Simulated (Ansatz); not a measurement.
GaP:
Space group F-43m (No. 216); a = b = c = 5.506 Å, α = β = γ = 90.00°

```json
[
 {"atom": "P", "site": "4c", "symmetry": "-43m", "x": "0.2500", "y": "0.2500", "z": "0.2500"},
 {"atom": "Ga", "site": "4a", "symmetry": "-43m", "x": "0.0000", "y": "0.0000", "z": "0.0000"}
]
```
(The calculation used a cell of 2 atoms; values per cell refer to that cell.)

Relaxed with PBE.

Q: Tabulate the valence density and the electron localisation function along the shortest P–Ga contact (2.38 Å), the program Ansatz at the PBE level (PAW).

A: 

```
distance from P (Å)  density (e/Å³)   ELF
-------------------  --------------  ----
0.24                           0.16  0.00
0.36                           0.37  0.07
0.48                           0.60  0.46
0.60                           0.77  0.78
0.72                           0.82  0.89
0.83                           0.77  0.92
0.95                           0.68  0.91
1.07                           0.59  0.88
1.19                           0.53  0.77
1.31                           0.51  0.57
1.43                           0.55  0.39
1.55                           0.67  0.29
1.67                           1.01  0.22
1.79                           2.04  0.14
1.91                           5.17  0.07
2.03                          13.18  0.03
2.15                          27.74  0.03
```

The density is the valence pseudo-density with augmentation charge, so density and ELF within about 1 Å of a nucleus are not all-electron values.

The cell was relaxed with PBE under the symmetry of its start; phonons on a q-mesh show no instability. Scalar-relativistic: spin–orbit coupling is off unless named, which matters more the heavier the elements.

Potentials: the later of the program's two PAW sets.
